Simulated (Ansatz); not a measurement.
# C: do energies and stresses tell the same story?

Computed with Ansatz 0.2.0, DFT r2SCAN, scalar-relativistic, plane waves, PAW.

Cutoff 500 eV; k points 12×12×2 on the computed 16-atom cell (Γ-centred); Gaussian smearing, width 0.02 eV; no spin polarisation.

Relaxed cell: P6_3/mmc, a = 2.514 Å, b = 2.514 Å, c = 16.503 Å, α = 90.00°, β = 90.00°, γ = 120.00°, 16 atoms in the primitive cell.

Energies at zero smearing and pressures from the stress tensor, at volumes with shape and atoms relaxed:
```csv
V (Å³/atom),E − E(first) (meV/atom),P (GPa)
4.967,0.00,72.65
5.136,-64.77,50.47
5.305,-107.70,31.23
5.474,-131.67,14.52
5.644,-139.17,0.00
5.813,-132.34,-12.62
5.982,-113.07,-23.60
6.208,-70.79,-36.02
```

Question: Check P = −dE/dV between neighbouring volumes, and get the bulk modulus from the pressures alone.

Answer: With 1 eV/Å³ = 160.2 GPa:
```json
{"middle V (Å³/atom)": "5.051", "−ΔE/ΔV (GPa)": "61.294", "mean P (GPa)": "61.560"}
{"middle V (Å³/atom)": "5.220", "−ΔE/ΔV (GPa)": "40.624", "mean P (GPa)": "40.852"}
{"middle V (Å³/atom)": "5.390", "−ΔE/ΔV (GPa)": "22.682", "mean P (GPa)": "22.878"}
{"middle V (Å³/atom)": "5.559", "−ΔE/ΔV (GPa)": "7.093", "mean P (GPa)": "7.263"}
{"middle V (Å³/atom)": "5.728", "−ΔE/ΔV (GPa)": "-6.459", "mean P (GPa)": "-6.311"}
{"middle V (Å³/atom)": "5.898", "−ΔE/ΔV (GPa)": "-18.240", "mean P (GPa)": "-18.110"}
{"middle V (Å³/atom)": "6.095", "−ΔE/ΔV (GPa)": "-30.004", "mean P (GPa)": "-29.809"}
```

The two differ by 0.27 GPa at most. The mean of two end pressures misses the average over a step by about ΔV² P″/12, up to 0.26 GPa here; with that taken off 0.01 GPa remains. Around V = 5.644 Å³/atom, the two neighbours give B = −V ΔP/ΔV = 5.644 × 27.15 / 0.339 = 452.4 GPa, against B0 = 450.6 GPa from the Birch–Murnaghan fit of the energies.

Cost: 9 runs of about 13 core-minutes in all, on Arm Neoverse V1 (shared hosts).